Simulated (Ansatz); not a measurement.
A: VN (rock salt), a = 4.117 Å, b = 4.117 Å, c = 4.117 Å, α = 90.00°, β = 90.00°, γ = 90.00°
B: BP (zinc blende), a = b = c = 4.548 Å, α = β = γ = 90.00°
C: BAs (zinc blende), a = b = c = 4.809 Å, α = β = γ = 90.00°

Scan: energy over volume and axial ratio (atoms clamped). One method and one kind of scan serve all of them; meshes and ranges differ. All were relaxed with their symmetry unable to fall. VN is run without spin polarisation.

Task: Rank these by shear modulus C′ = (C11 − C12)/2 (fitted) (highest first), as PBE (plane waves to 420 eV, PAW, scalar-relativistic; Ansatz, a program for electronic structure) gives it.

Result: A (219 GPa), B (133 GPa), C (102 GPa)

(A scan under strain: stresses follow from slopes of the energy per volume, elastic moduli from its curvatures.)
